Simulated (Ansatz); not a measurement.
Values for one crystal, relaxed and computed with plane-wave PAW LDA (Ansatz code); other levels are named.

| Property | Value |
|---|---|
| Volume per atom | 10.14 Å³ |
| Band gap | 2.13 eV (indirect) |
| Electron effective mass | 0.26, 0.43, 0.43 mₑ (principal values) |
| Conduction-band minimum | at K (2 equivalent valleys) |
| Valence-band maximum | at Γ |
| Pressure derivative B′ | 3.9 |
| Zero-point energy | 111.0 meV/atom |

Pick the material that matches.
(A) CdS, wurtzite
(B) AlN, wurtzite
(C) MgTe, wurtzite
(D) SiC, wurtzite

D, SiC, wurtzite

Space group P6_3mc (wurtzite). The cell was relaxed with LDA under the symmetry of its start; phonons on a q-mesh show no instability.

Potentials: the later of the program's two PAW sets.
